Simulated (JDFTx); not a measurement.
Part of a log of a modified build of JDFTx for K (SMILES [K+]), charge +1, multiplicity 1 (PBE, GBRV ultrasoft potentials, plane waves to 20/100 Ha):

```
unit cell volume = 2846.95
Chosen fftbox size, S = [  64  64  64  ]
unit cell volume = 2846.95
Chosen fftbox size, S = [  60  60  60  ]
  'K' pseudopotential, 'SLA  PW   PBX  PBC' functional
  9 valence electrons, 4 orbitals, 6 projectors, 841 radial grid points, with lMax = 2
Initialized 1 species with 1 total atoms.
Folded 1 k-points by 1x1x1 to 1 k-points.
nElectrons:   8.000000   nBands: 4   nStates: 1
average nbasis = 12149.000 , ideal nbasis = 12162.403
Correction to mu due to finite nuclear width = -0.00313662
   Cavity determined by nc: 0.00065 and sigma: 0.6
   Effective cavity tension: -5.2e-06 Eh/bohr^2 to account for cavitation and dispersion.
[...]
	Linear fluid (dielectric constant: 32.66, screening length: 3.70707 Bohr) occupying 0.938189 of unit cell:	Completed after 18 iterations
[... later lines of the fluid solver are left out ...]
ElecMinimize: Iter:   0  Etot: -28.370931484101003  |grad|_K:  1.883e-04  alpha:  1.000e+00
ElecMinimize: Iter:   1  Etot: -28.371769586360262  |grad|_K:  4.155e-05  alpha:  4.855e-01  linmin: -3.892e-03
ElecMinimize: Iter:   2  Etot: -28.371814516835720  |grad|_K:  3.799e-05  alpha:  5.349e-01  linmin: -2.413e-04
[... lines cut ...]
ElecMinimize: Iter:   6  Etot: -28.371822254396168  |grad|_K:  8.187e-06  alpha:  4.395e-01  linmin: -1.132e-03
ElecMinimize: Iter:   7  Etot: -28.371822431558346  |grad|_K:  2.172e-06  alpha:  5.427e-02  linmin:  1.594e-03
ElecMinimize: 	Predicted alpha/alphaT>3.000000, increasing alphaT to 1.627953e-01.
ElecMinimize: Iter:   8  Etot: -28.371822494065778  |grad|_K:  3.515e-06  alpha:  2.720e-01  linmin: -1.684e-03
ElecMinimize: Iter:   9  Etot: -28.371822561270253  |grad|_K:  8.746e-07  alpha:  1.111e-01  linmin:  4.841e-03
ElecMinimize: Converged (|Delta Etot|<1.000000e-07 for 2 iters).

# Energy components:
   A_diel =       -0.0555920447915505
   Eewald =       -8.1077391001419663
       EH =       14.6058317012027867
     Eloc =      -43.2532476589943968
      Enl =        3.5791181059458443
      Exc =       -4.3479351763620908
 Exc_core =        0.0909487543559230
       KE =        9.1136562389074580
  MuShift =        0.0031366186077455
-------------------------------------
     Etot =      -28.3718225612702533


	eMin: -1.189424 at state 0 ( [ +0.000000 +0.000000 +0.000000 ] spin 0 )
	HOMO: -0.579193 at state 0 ( [ +0.000000 +0.000000 +0.000000 ] spin 0 )
```

Which solvation model was used?
A. CANDLE
B. linear PCM (GLSSA13)
C. soft-sphere model
D. SCCS (g09 parameters)

B, linear PCM (GLSSA13). The liquid was methanol (dielectric constant 32.7), 1 M NaF.
